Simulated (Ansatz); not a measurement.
A: GaSb (zinc blende), a = b = c = 6.214 Å, α = β = γ = 90.00°
B: Mg$_{2}$Si (antifluorite type, space group Fm-3m), a = 6.364 Å, b = 6.364 Å, c = 6.364 Å, α = 90.00°, β = 90.00°, γ = 90.00°
C: TaC (rock salt), a = b = c = 4.476 Å, α = β = γ = 90.00°
D: CoSi$_{2}$ (fluorite type, space group Fm-3m), a = b = c = 5.3603 Å, α = β = γ = 90.00°
E: AlAs (zinc blende), a = 5.7281 Å, b = 5.7281 Å, c = 5.7281 Å, α = 90.00°, β = 90.00°, γ = 90.00°

Scan: energy against volume (even scaling of the relaxed cell, symmetry kept). All come from one method, each on a k mesh of its own. All were relaxed with their symmetry unable to fall. At this level the bands of GaSb touch or barely overlap; measurements give the solid a gap. CoSi2 is run without spin polarisation. Spin-orbit coupling is left out. TaC is run without spin polarisation. The PAW data are Ansatz's earlier set.

**Question.** Order them by bulk modulus (fitted) (highest first) at the level PBE (plane waves to 420 eV, PAW, scalar-relativistic; Ansatz, a program for electronic structure).

**Answer.** C (324 GPa), D (177 GPa), E (67.1 GPa), B (54.0 GPa), A (44.6 GPa)

(A scan under strain: stresses follow from slopes of the energy per volume, elastic moduli from its curvatures.)
